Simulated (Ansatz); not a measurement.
Te₂Mo:
```
Te2Mo
1.0
    3.54639     0.00000     0.00000
   -1.77319     3.07126     0.00000
    0.00000     0.00000    14.25638
Mo Te
2 4
Cartesian
  0.00000   2.04751   3.56409
  1.77319   1.02375  10.69228
  0.00000   2.04751   8.90021
  1.77319   1.02375   1.77202
  1.77319   1.02375   5.35617
  0.00000   2.04751  12.48436
```

This is the r²SCAN+D4-relaxed structure.

Question: All from r²SCAN+D4 (plane waves, PAW; program Ansatz), unless another level is named. Estimate the Debye temperature from the elastic constants.

Answer: 214 K.

Question: Next, the highest zone-centre frequency (without LO–TO term)?

Answer: 293 cm⁻¹.

Space group P6_3/mmc. The cell was relaxed with r²SCAN+D4 under the symmetry of its start; of distortions, only those at the zone centre were tested. The run is not spin-polarised. Spin–orbit coupling is left out wherever it is not named.

Potentials: the later of the program's two PAW sets.
